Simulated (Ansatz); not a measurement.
Relaxed CsPbCl₃ (cubic perovskite):

```yaml
crystal:
  lattice:
    - [5.67350, 0.00000, 0.00000]
    - [0.00000, 5.67350, 0.00000]
    - [0.00000, 0.00000, 5.67350]
  atoms:
    - { symbol: Cs, position: [0.00000, 0.00000, 0.00000] }
    - { symbol: Pb, position: [0.50000, 0.50000, 0.50000] }
    - { symbol: Cl, position: [0.00000, 0.50000, 0.50000] }
    - { symbol: Cl, position: [0.50000, 0.50000, 0.00000] }
    - { symbol: Cl, position: [0.50000, 0.00000, 0.50000] }
```

In this cell atom 4 (Cl, nearest neighbour Pb at 2.837 Å; its periodic images, 5.7 Å or more away, move with it) is moved by s along Cartesian z, unit vector (0.000, 0.000, 1.000); all other atoms and the cell stay fixed.

All values below come from r2SCAN (plane waves to 500 eV, PAW, scalar-relativistic; Ansatz, a first-principles code). k mesh 5×5×5 (Γ-centred), Fermi-Dirac smearing 0.05 eV. The energy includes the smearing's −TS. CsPbCl3 was relaxed with its symmetry unable to fall. Spin-orbit coupling is left out, though Pb is heavy. This is a high-temperature form of CsPbCl3. ΔE is measured from the undisplaced structure.

```
s (Å)   ΔE (meV/cell)
------  -------------
-0.850       withheld
-0.680           1419
-0.510            539
-0.340            163
-0.170             29
0.000               0
0.170              29
0.340             163
0.510             539
0.680            1419
0.850        withheld
```

Q: Fit an even polynomial form (powers 2, 4, 6) to the given rows and predict ΔE at s = -0.850.

A: Least squares on the 9 given rows: ΔE = (902.4)·s² + (4260)·s⁴ + (918.7)·s⁶, in meV/cell with s in Å; root-mean-square residual 0.4 meV/cell. At -0.850 the fit gives 3222 meV/cell; the calculation gives 3271 meV/cell, so the extrapolation is off by -49 (-1.5 %). The quadratic term alone would give 652 meV/cell.

(A displaced cell: forces are minus the slopes of the energy, force constants its curvatures, and phonons follow from these.)
